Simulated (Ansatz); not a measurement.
InAs:
```cif
data_AsIn
_chemical_formula_sum 'In1 As1'
_space_group_name_H-M_alt 'P 1'
_space_group_IT_number 1
_cell_length_a 4.31872
_cell_length_b 4.31872
_cell_length_c 4.31872
_cell_angle_alpha 60.000
_cell_angle_beta 60.000
_cell_angle_gamma 60.000
loop_
_space_group_symop_operation_xyz
  'x, y, z'
loop_
_atom_site_label
_atom_site_type_symbol
_atom_site_fract_x
_atom_site_fract_y
_atom_site_fract_z
_atom_site_occupancy
In1 In 0.00000 0.00000 0.00000 1
As1 As 0.25000 0.25000 0.25000 1
```

Relaxed with r²SCAN. The program Ansatz at the r²SCAN level (PAW) gives a gap of 0.08 eV.

Question: What gap does HSE06 give on the same cell (Ansatz, PAW)?

Answer: 0.36 eV, 0.28 eV more. The hybrid was solved on a coarser mesh and at special points; its gap is the smallest among all of these.

```
k  v1 r²SCAN  c1 r²SCAN  v1 HSE06  c1 HSE06
-  ---------  ---------  --------  --------
Γ       0.00       0.08      0.00      0.36
X      -2.29       1.88         ?         ?
L      -0.97       1.25         ?         ?
W      -2.80       4.47         ?         ?
K      -1.92       2.43         ?         ?
```

Question: Top valence (v1) and lowest conduction level (c1) in eV from each method's valence maximum (which need not be a listed point): supply the withheld HSE06 values.

Answer: 
- L, v1 HSE06: -1.03
- L, c1 HSE06: 1.57
- X, v1 HSE06: -2.43
- X, c1 HSE06: 2.16
- W, v1 HSE06: -2.96
- W, c1 HSE06: 4.97
- K, v1 HSE06: -2.03
- K, c1 HSE06: 2.75

Cost on shared cores: the r²SCAN run (SCF on a 8×8×8 mesh, then bands and DOS) very roughly 30 core-seconds, the HSE06 run (SCF on 6×6×6, then a few points) around 100 core-seconds (rough); the tasks are unlike.

Space group F-43m (zinc blende). The cell was relaxed with r²SCAN under the symmetry of its start. Spin–orbit coupling is left out wherever it is not named.

Potentials: the earlier of the program's two PAW sets.
